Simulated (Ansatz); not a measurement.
HfO2 in space group P4_2/nmc (No. 137; Hf on 2a, O on 4d), plane-wave PAW LDA (Ansatz code), all energies at zero smearing, with the estimated change up to a 700 eV cutoff added, with one set of potentials and settings (totals compare only within such a set). Cell of 6 atoms (2 Hf, 4 O): -33186.143 eV.

| element | reference phase | E (eV/atom) |
|---|---|---|
| Hf | P6_3/mmc, 2 atoms in the cell | -15476.8591 |
| O | C2/m, 4 atoms in the cell, spin-polarised | -552.6518 |

Formation energy per atom, worked out: (-33186.143 − 2×(-15476.8591) − 4×(-552.6518))/6 = -3.636 eV/atom (-351 kJ per mol of atoms), at 0 K, without zero-point energy or fitted corrections.

This is a known high-temperature phase of the composition, computed here at zero pressure and temperature. The cell was relaxed with LDA under the symmetry of its start; phonons on a q-mesh show no instability. The run is not spin-polarised. The references are the lowest solids computed at this level, not always the standard phases (solids in place of the gases). Scalar-relativistic: spin–orbit coupling is off unless named, which matters more the heavier the elements.

Potentials: the later of the program's two PAW sets.
